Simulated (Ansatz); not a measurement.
A relaxed structure of KTaO3. Space group Pm-3m (No. 221), cubic perovskite type. Level of theory: PBEsol (plane waves to 420 eV, PAW, scalar-relativistic; Ansatz, a program for electronic structure).

```cif
data_KO3Ta
_chemical_formula_sum 'K1 Ta1 O3'
_space_group_name_H-M_alt 'P 1'
_space_group_IT_number 1
_cell_length_a 3.98535
_cell_length_b 3.98535
_cell_length_c 3.98535
_cell_angle_alpha 90.000
_cell_angle_beta 90.000
_cell_angle_gamma 90.000
loop_
_space_group_symop_operation_xyz
  'x, y, z'
loop_
_atom_site_label
_atom_site_type_symbol
_atom_site_fract_x
_atom_site_fract_y
_atom_site_fract_z
_atom_site_occupancy
K1 K 0.50000 0.50000 0.50000 1
Ta1 Ta 0.00000 0.00000 0.00000 1
O1 O 0.00000 0.50000 0.00000 1
O2 O 0.00000 0.00000 0.50000 1
O3 O 0.50000 0.00000 0.00000 1
```

What band gap does PBEsol give?

2.14 eV, indirect (valence top at R, conduction bottom at Γ) (no spin-orbit coupling).

What is the computed smallest direct gap (PBEsol)?

2.75 eV at Γ.

No spin polarisation in the result.

The run could not lose the symmetry of its start; a randomly shaken copy of 10 atoms returns to this structure.
